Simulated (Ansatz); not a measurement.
## What DFT gives for Tl₂CdSnSb₄

```
Tl Cd Sn Sb
1.0
    -4.14499    4.14499    3.55072
     4.14499   -4.14499    3.55072
     4.14499    4.14499   -3.55072
Tl Cd Sn Sb
2 1 1 4
Direct
  0.50000 0.00000 0.50000
  0.00000 0.50000 0.50000
  0.50000 0.50000 0.00000
  0.00000 0.00000 0.00000
  0.42166 0.42166 0.36418
  0.57834 0.94252 0.00000
  0.05748 0.05748 0.63582
  0.94252 0.57834 0.00000
```

Level: PBE, no spin polarisation; 420 eV; 6×6×6 Γ-centred mesh; fermi-dirac occupations (width 0.0326 eV); Ansatz 0.2.0, fixed geometry.

(1) Give the Bader charges.

(2) Where is the largest force?

(3) Is there a gap?

(4) Is it stable against the elements?

Origin: a known structure type with other elements, at an estimated volume, so it need not be a known compound.

Results:

(1) Bader charges in e: Tl +0.22, Cd +0.16, Sn +0.24, Sb -0.21. In the mean Sn gives up most and Sb takes most.

(2) The largest is on Sb5 (and as large on other atoms): 1.28 eV/Å, components (0.88, 0.88, 0.32). It makes 156° with the line to a nearest neighbour, Sn4 at 2.73 Å, pointing away from it.

(3) It is a metal, with about 7.1 states/eV a cell as the mean within 0.25 eV of the Fermi level, mostly Sb p (79 %).

(4) 0.23 eV an atom against the elements' usual phases (free molecules for gases, crystals otherwise, with no correction for O₂ or N₂), so at this geometry it isn't bound against them. Relaxing would lower it.
